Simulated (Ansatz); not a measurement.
AlCrB:
```
CELL_PARAMETERS angstrom
      1.50084    -6.94734     0.00000
      1.50084     6.94734     0.00000
      0.00000     0.00000     2.96673
ATOMIC_POSITIONS crystal
  Al 0.69135 0.30865 0.25000
  Al 0.30865 0.69135 0.75000
  B  0.46767 0.53233 0.75000
  B  0.53233 0.46767 0.25000
  Cr 0.08391 0.91609 0.75000
  Cr 0.91609 0.08391 0.25000
```

Relaxed with PBE. Special points in fractions of this cell's reciprocal vectors: Γ (0.000, 0.000, 0.000); Y (-0.500, 0.500, 0.000); C0 (-0.262, 0.738, 0.000); Σ0 (0.262, 0.262, 0.000); Z (0.000, 0.000, 0.500); A0 (0.262, 0.262, 0.500); E0 (-0.262, 0.738, 0.500); T (-0.500, 0.500, 0.500); S (0.000, 0.500, 0.000); R (0.000, 0.500, 0.500).

Task: List the band energies nearest the Fermi level at these points for the program Ansatz at the PBE level (PAW).

Result: In eV from the Fermi level; about four levels below and three above (degenerate sets whole), none deeper than 8.9 eV; points with the same levels are listed once.

```
k                     below                above
--  -----------------------  -------------------
Γ   -2.75 -2.62 -0.24 -0.09       0.24 0.34 0.37
Y   -2.67 -1.99 -0.10 -0.08       0.21 0.24 0.52
C0  -1.87 -1.32 -1.03 -0.85       0.54 0.59 0.81
Z   -2.54 -2.54 -0.19 -0.19  0.80 0.80 0.87 0.87
A0  -2.03 -2.03 -1.59 -1.59  1.01 1.01 1.28 1.28
T   -2.85 -2.85 -0.22 -0.22  0.25 0.25 1.20 1.20
S   -1.89 -1.33 -1.03 -0.85       0.54 0.65 0.73
R   -2.01 -2.01 -1.61 -1.61  0.98 0.98 1.30 1.30
```

Space group Cmcm. The start of the workflow was typed in or built on a structure type; neither database checked (COD, Materials Project) lists it. Its standing as an ambient phase is unchecked. The cell was relaxed with PBE under the symmetry of its start; whether a distortion lowers the energy is not shown. The workflow began spin-polarised and lost its moments.

Potentials: the later of the program's two PAW sets.
